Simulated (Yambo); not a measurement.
## How GW settings move the gap: CsH

G0W0@PBEsol for CsH (rock salt, space group Fm-3m, No. 225) in Yambo. Reference settings: 4×4×4 Γ-centred k mesh, 226 bands and a 8 Ry block in the screening, 226 bands in G with the Bruneval-Gonze terminator, plasmon pole fitted at 27.2 eV. The PBEsol gap L → L on this mesh is 2.15 eV; G0W0 gaps are taken between the same points.

```tsv
change from the reference	G0W0 gap L → L (eV)	shift of the valence edge (eV)	rough Yambo cost
reference settings	4.26	-1.59	1
138 bands in W, 138 bands in G	4.23	-1.51	about 1/2
138 bands in G	4.26	-1.58	–
92 bands in W	4.18	-1.42	about 1/2
1 Ry block	3.85	-1.16	within a factor of two
74 bands in G, no terminator	4.15	-1.25	–
no terminator	4.26	-1.55	–
```

The reference isn't shown to be the converged limit. Costs are rough (shared machines), scaled to the same edge states, and given only for runs that recompute the screening.

Geometry of the Materials Project entry, not relaxed at this level; primitive cell a = 4.513 Å, b = 4.513 Å, c = 4.513 Å, α = 60.00°, β = 60.00°, γ = 60.00°.

A shift is the quasiparticle energy of the state minus its PBEsol energy.
